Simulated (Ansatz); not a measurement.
Input file for Ansatz (an electronic-structure program):

Ansatz 0.2 input:
```yaml
crystal:
  lattice:
    - [5.127992064, 0.0, 0.0]
    - [0.0, 5.2112863316, 0.0]
    - [-0.8840503177, 0.0, 5.2212762685]
  atoms:
    - { symbol: Zr, position: [0.2771937793, 0.0432382171, 0.209399182] }
    - { symbol: Zr, position: [0.7228062207, 0.5432382171, 0.290600818] }
    - { symbol: Zr, position: [0.7228062207, 0.9567617829, 0.790600818] }
    - { symbol: Zr, position: [0.2771937793, 0.4567617829, 0.709399182] }
    - { symbol: O, position: [0.0700180792, 0.3365232406, 0.3412866489] }
    - { symbol: O, position: [0.9299819208, 0.8365232406, 0.1587133511] }
    - { symbol: O, position: [0.9299819208, 0.6634767594, 0.6587133511] }
    - { symbol: O, position: [0.0700180792, 0.1634767594, 0.8412866489] }
    - { symbol: O, position: [0.4486271435, 0.7577238719, 0.4796437465] }
    - { symbol: O, position: [0.5513728565, 0.2577238719, 0.0203562535] }
    - { symbol: O, position: [0.5513728565, 0.2422761281, 0.5203562535] }
    - { symbol: O, position: [0.4486271435, 0.7422761281, 0.9796437465] }
kpoints:
  mp_grid: { grid: [5, 5, 5] }
  band_path:
    path:
      - [[0.0, 0.0, 0.0], [0.0, 0.5, 0.0], [0.0, 0.5, 0.5], [0.0, 0.0, 0.5], [0.0, 0.0, 0.0], [-0.5, 0.0, 0.5], [-0.5, 0.5, 0.5], [0.0, 0.5, 0.0], [-0.5, 0.5, 0.0], [-0.5, 0.0, 0.0], [0.0, 0.0, 0.0]]  # Γ-Z-D-B-Γ-A-E-Z-C_2-Y_2-Γ
      - [VBM, CBM]
    npoints: 7
basis: { xc_grid: 2 }
hamiltonian:
  xc: pbesol
  pseudopotentials: { kind: paw }
magnetization: { noncollinear: true, spin_orbit: true }
scf:
  n_extra_bands: 24
  convergence: { dr2_threshold: 0.0000000001 }
  occupations: { method: gaussian, width: 0.01 }
checkpoint: { write: soc.run }
output: { eigenvalues: true }
```

Output (shortened):

```
Pseudopotential: Zr, paw_fr, valence charge 12
Pseudopotential: O, paw_fr, valence charge 6
Functional definition: PBEsol
non-collinear run that drives no moment, with spin-orbit …
Crystal: 12 atoms, lattice volume = 139.530 Å³
Basis set: ecut = 420 eV, 2735 PW (Γ), exchange–correlation on 72×72×72 points (8 copies of the dense FFT grid, shifted against one another)
Bands: 120, of which v1, the nominal top of the filled ones, is band 96 counted from 1 (95 counted from 0)
Symmetry: 4 space group operations + 4 with time reversal
k-points: 39 of 125
Projection manifold: j_resolved (fully-relativistic pseudo-atomic orbitals)
SCF iter   1: F=—  HF=-21026.984359 eV  |F-HF|=—  |Δ(HF+E_count)|=         —  Δρ=5.20e-2  dr2=3.42e0  dr2_m=0.00e0 (ungated)  ethr=3.10e-3  |M|=0.00e0 ∫|m|=0.00e0 μB  |m|>n=0.0e0 m-floor=0.0e0 τ_xc=0.0e0  β_m=0.30  ⟨swp⟩=5.2  Hψ=10443  notcnv=0  defer=352
preconditioner: auto → Resta (q_TF=auto, 2.563 Å⁻¹)
spin=Noncollinear: Resta preconditioning applied to the charge; magnetization (m_x, m_y, m_z) channels mix plain (no charge-response kernel on spin).
SCF iter   2: F=—  HF=-21026.696029 eV  |F-HF|=—  |Δ(HF+E_count)|=   2.88e-1  Δρ=3.87e-2  dr2=1.83e0  dr2_m=0.00e0 (ungated)  ethr=3.10e-3  |M|=0.00e0 ∫|m|=0.00e0 μB  |m|>n=0.0e0 m-floor=0.0e0 τ_xc=0.0e0  β_m=0.65  ⟨swp⟩=2.0  Hψ=2811  notcnv=0  defer=658
SCF iter   3: F=—  HF=-21026.477145 eV  |F-HF|=—  |Δ(HF+E_count)|=   2.19e-1  Δρ=1.21e-2  dr2=2.47e-1  dr2_m=0.00e0 (ungated)  ethr=1.91e-3  |M|=0.00e0 ∫|m|=0.00e0 μB  |m|>n=0.0e0 m-floor=0.0e0 τ_xc=0.0e0  β_m=0.59  ⟨swp⟩=2.6  Hψ=3609  notcnv=0  defer=688
SCF iter   4: F=—  HF=-21026.439965 eV  |F-HF|=—  |Δ(HF+E_count)|=   3.72e-2  Δρ=3.77e-3  dr2=1.66e-2  dr2_m=0.00e0 (ungated)  ethr=2.57e-4  |M|=0.00e0 ∫|m|=0.00e0 μB  |m|>n=0.0e0 m-floor=0.0e0 τ_xc=0.0e0  β_m=0.80  ⟨swp⟩=2.0  Hψ=3756  notcnv=0  defer=690
SCF iter   5: F=—  HF=-21026.447483 eV  |F-HF|=—  |Δ(HF+E_count)|=   7.52e-3  Δρ=1.67e-3  dr2=3.39e-3  dr2_m=0.00e0 (ungated)  ethr=1.73e-5  |M|=0.00e0 ∫|m|=0.00e0 μB  |m|>n=0.0e0 m-floor=0.0e0 τ_xc=0.0e0  β_m=0.72  ⟨swp⟩=3.5  Hψ=4062  notcnv=0  defer=690
SCF iter   6: F=—  HF=-21026.447311 eV  |F-HF|=—  |Δ(HF+E_count)|=   1.72e-4  Δρ=7.06e-4  dr2=5.79e-4  dr2_m=0.00e0 (ungated)  ethr=3.53e-6  |M|=0.00e0 ∫|m|=0.00e0 μB  |m|>n=0.0e0 m-floor=0.0e0 τ_xc=0.0e0  β_m=0.73  ⟨swp⟩=2.0  Hψ=3382  notcnv=0  defer=690
SCF iter   7: F=—  HF=-21026.447432 eV  |F-HF|=—  |Δ(HF+E_count)|=   1.21e-4  Δρ=1.99e-4  dr2=6.15e-5  dr2_m=0.00e0 (ungated)  ethr=6.03e-7  |M|=0.00e0 ∫|m|=0.00e0 μB  |m|>n=0.0e0 m-floor=0.0e0 τ_xc=0.0e0  β_m=0.87  ⟨swp⟩=2.0  Hψ=2910  notcnv=0  defer=690
SCF iter   8: F=—  HF=-21026.447491 eV  |F-HF|=—  |Δ(HF+E_count)|=   5.86e-5  Δρ=4.51e-5  dr2=3.40e-6  dr2_m=0.00e0 (ungated)  ethr=6.40e-8  |M|=0.00e0 ∫|m|=0.00e0 μB  |m|>n=0.0e0 m-floor=0.0e0 τ_xc=0.0e0  β_m=0.93  ⟨swp⟩=2.0  Hψ=2929  notcnv=0  defer=690
SCF iter  12: F=-21026.447646 eV  HF=-21026.447646 eV  |F-HF|=7.28e-12  |Δ(HF+E_count)|=  5.09e-11  Δρ=1.06e-7  dr2=1.46e-11  dr2_m=0.00e0 (ungated)  ethr=1.00e-12  |M|=0.00e0 ∫|m|=0.00e0 μB  |m|>n=0.0e0 m-floor=0.0e0 τ_xc=0.0e0  ⟨swp⟩=11.7  Hψ=8058  notcnv=0
SCF 1 converged in 12 iterations: F = -21026.447646 eV  dr2 = 1.46e-11
NSCF: frozen V_eff on 80 k-points
NSCF: frozen V_eff on 80 k-points
NSCF: frozen V_eff on 80 k-points
NSCF: frozen V_eff on 76 k-points
NSCF: frozen V_eff on 16 k-points
NSCF: frozen V_eff on 27 k-points
NSCF: frozen V_eff on 19 k-points
NSCF: frozen V_eff on 7 k-points
NSCF: frozen V_eff on 79 k-points
SCF converged after 12 iterations
Magnetization: |M| = 0.0000 μB,  M = (+0.0000, +0.0000, +0.0000) μB
Absolute magnetization: 0.0000 μB (∫|m|)
  site 0: m = (+0.0000, +0.0000, +0.0000) μB, |m| = 0.0000 μB  (R = 0.85 Å)
  site 1: m = (+0.0000, +0.0000, +0.0000) μB, |m| = 0.0000 μB  (R = 0.85 Å)
  site 2: m = (+0.0000, +0.0000, +0.0000) μB, |m| = 0.0000 μB  (R = 0.85 Å)
  site 3: m = (+0.0000, +0.0000, +0.0000) μB, |m| = 0.0000 μB  (R = 0.85 Å)
  site 4: m = (+0.0000, +0.0000, +0.0000) μB, |m| = 0.0000 μB  (R = 0.85 Å)
  site 5: m = (+0.0000, +0.0000, +0.0000) μB, |m| = 0.0000 μB  (R = 0.85 Å)
  site 6: m = (+0.0000, +0.0000, +0.0000) μB, |m| = 0.0000 μB  (R = 0.85 Å)
  site 7: m = (+0.0000, +0.0000, +0.0000) μB, |m| = 0.0000 μB  (R = 0.85 Å)
  site 8: m = (+0.0000, +0.0000, +0.0000) μB, |m| = 0.0000 μB  (R = 0.89 Å)
  site 9: m = (+0.0000, +0.0000, +0.0000) μB, |m| = 0.0000 μB  (R = 0.89 Å)
  site 10: m = (+0.0000, +0.0000, +0.0000) μB, |m| = 0.0000 μB  (R = 0.89 Å)
  site 11: m = (+0.0000, +0.0000, +0.0000) μB, |m| = 0.0000 μB  (R = 0.89 Å)
Free energy (F): -21026.447646 eV
Harris-Foulkes:  -21026.447646 eV  (|F-HF|=7.28e-12)
Internal energy: -21026.447646 eV  (E = F + TS)
E sigma→0 (E₀):  -21026.447646 eV
Fermi energy:    12.308704 eV
--- Per-component energies (eV) ---
  E_band       = -360.926793
  E_kinetic    = 2745.589031
  E_local      = -5048.469117  (includes V_loc(G=0)·N_el)
  E_nonlocal   = 695.090251
  E_hartree    = 1686.785912
  E_xc         = -1233.642065
  E_vxc        = -1521.080256  (∫ρ·V_xc dr)
  E_paw        = -12817.597900  (= ΣΔE_a)
  E_vpaw       = -605.648459  (= ΣTr[D̂ρ^β])
  E_aug_tail   = 0.019896  (compensation charges beyond the density's cutoff)
  E_ewald      = -7055.171953
  E_core_change = 0.948299  (= ΣΔE_core)
  E_smearing   =  0.000000  (= −TS)
  E_closure    =  0.000000  (closes the sum)
  Σ components = -21026.447646   (vs F -21026.447646, Δ=0.00e0)
  [band-id]    e_kinetic+e_local+e_nonlocal+2·e_hartree+e_vxc+e_vpaw+e_augmentation_tail = -360.926830   (vs E_band -360.926793, Δ=-3.66e-5)
--- Band table (eV; the first three rows and the last of 39) ---
  k-point 0: bands = ["-36.8256", "-36.8256", "-36.7577", "-36.7577", "-36.7498", "-36.7498", "-36.7479", "-36.7479", "-16.3806", "-16.3806", "-16.3425", "-16.3425", "-16.3035", "-16.3035", "-15.9726", "-15.9726", "-14.8585", "-14.8585", "-14.8320", …
  k-point 1: bands = ["-36.8188", "-36.8188", "-36.7628", "-36.7628", "-36.7499", "-36.7499", "-36.7495", "-36.7495", "-16.3647", "-16.3647", "-16.3441", "-16.3441", "-16.2738", "-16.2738", "-16.0048", "-16.0048", "-14.8815", "-14.8815", "-14.7945", …
  k-point 2: bands = ["-36.8012", "-36.8012", "-36.7794", "-36.7794", "-36.7503", "-36.7503", "-36.7502", "-36.7502", "-16.3443", "-16.3443", "-16.3403", "-16.3403", "-16.1940", "-16.1940", "-16.0897", "-16.0897", "-14.8594", "-14.8594", "-14.7977", …
  k-point 38: bands = ["-36.7913", "-36.7913", "-36.7802", "-36.7802", "-36.7566", "-36.7566", "-36.7527", "-36.7527", "-16.3332", "-16.3332", "-16.2986", "-16.2986", "-16.2330", "-16.2330", "-16.1817", "-16.1817", "-14.8286", "-14.8286", "-14.7311", …
```

Cost: about 20 core-minutes (a rough figure) on shared cores.

Space group P2_1/c. The PBEsol relaxation kept the symmetry of its start. The run is not spin-polarised.

Potentials: the later of the program's two PAW sets.

Ansatz is a plane-wave DFT program.
